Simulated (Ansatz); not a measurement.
Structure: MgFBr (Janus 1T monolayer), at its r2SCAN minimum. In-plane lattice: a = 3.484 Å, b = 3.484 Å, γ = 120.0°; thickness between the outer nuclei 2.44 Å. Around Mg lie 3 F at 2.17 Å and 3 Br at 2.58 Å; around F lie 3 Mg at 2.17 Å; around Br lie 3 Mg at 2.58 Å.

```xyz
3
Lattice="3.4836 0.0000 0.0000 -1.7418 3.0169 0.0000 0.0000 0.0000 28.9876" Properties=species:S:1:pos:R:3 pbc="T T F"
Mg    0.0000    0.0000    9.2672
F     0.0000    2.0113   10.0875
Br    1.7418    1.0056    7.6454
```
Periodic in the plane only; c spans the vacuum.

4 runs of Ansatz on this cell differ in the functional (and in the settings that go with it). Levels are in eV from each run's valence top; v1 is the last filled band, c1 the first empty one.

Run A, mean stress -0.5 N/m (compression positive):
```tsv
point	v5	v3	v1	c1	c2	c3
Γ	-5.79	-2.88	0.00	5.12	6.52	7.35
M	-5.98	-4.00	-1.01	8.11	9.16	9.42
K	-6.49	-3.38	-1.84	9.20	10.01	10.32
```

Run B, mean stress +0.9 N/m (compression positive):
```tsv
point	v5	v3	v1	c1	c2	c3
Γ	-4.62	-2.57	0.00	2.91	5.09	5.71
M	-4.81	-3.45	-0.91	5.64	6.74	7.16
K	-5.33	-3.06	-1.67	6.61	7.66	7.82
```

Run C, mean stress 0.0 N/m (compression positive):
```tsv
point	v5	v3	v1	c1	c2	c3
Γ	-5.54	-2.84	0.00	4.74	6.33	7.06
M	-5.74	-3.94	-1.00	7.65	8.70	9.04
K	-6.25	-3.37	-1.80	8.72	9.65	9.86
```

Run D, mean stress 0.0 N/m (compression positive):
```tsv
point	v5	v3	v1	c1	c2	c3
Γ	-4.92	-2.64	0.00	3.53	5.46	6.20
M	-5.11	-3.57	-0.93	6.39	7.49	7.80
K	-5.61	-3.10	-1.73	7.40	8.29	8.58
```

Question: Match the runs to PBE, r2SCAN, PBE0, r2SCAN0.

Answer: A is r2SCAN0, B is PBE, C is PBE0, D is r2SCAN. In order of the gap: PBE 2.91, r2SCAN 3.53, PBE0 4.74, r2SCAN0 5.12 eV.

(Calculated; spin-unpolarised; the phase may be known or hypothetical.)

Spin-orbit coupling is left out.

The stress of a hybrid is loosely converged in these runs.

The meshes of the hybrids are coarse, so their gaps aren't converged to the digits shown.

For some runs the program warns that the potential is rough where the density is thin, which bears on empty states near the vacuum.
